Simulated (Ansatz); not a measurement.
Input:

GePt:
Space group Pnma (No. 62); a = 5.7045 Å, b = 3.6891 Å, c = 6.0218 Å, α = β = γ = 90.00°

| atom | site | symmetry | x | y | z |
|---|---|---|---|---|---|
| Pt | 4c | .m. | 0.0011 | 0.2500 | 0.8089 |
| Ge | 4c | .m. | 0.1851 | 0.2500 | 0.4110 |

This is the LDA-relaxed structure.

Question: All from the program Ansatz at the LDA level (PAW), unless another level is named. Estimate the bulk modulus (Birch–Murnaghan fit).

Answer: 176 GPa.

Question: Predict the highest zone-centre frequency.

Answer: 257 cm^-1.

The cell was relaxed with LDA under the symmetry of its start; of distortions, only those at the zone centre were tested. The run is not spin-polarised. As this level gives no gap, phonon frequencies hold no LO–TO term and depend on the k-mesh and smearing (Fermi–Dirac, 0.1 eV here). Spin–orbit coupling is left out wherever it is not named.

Potentials: the later of the program's two PAW sets.
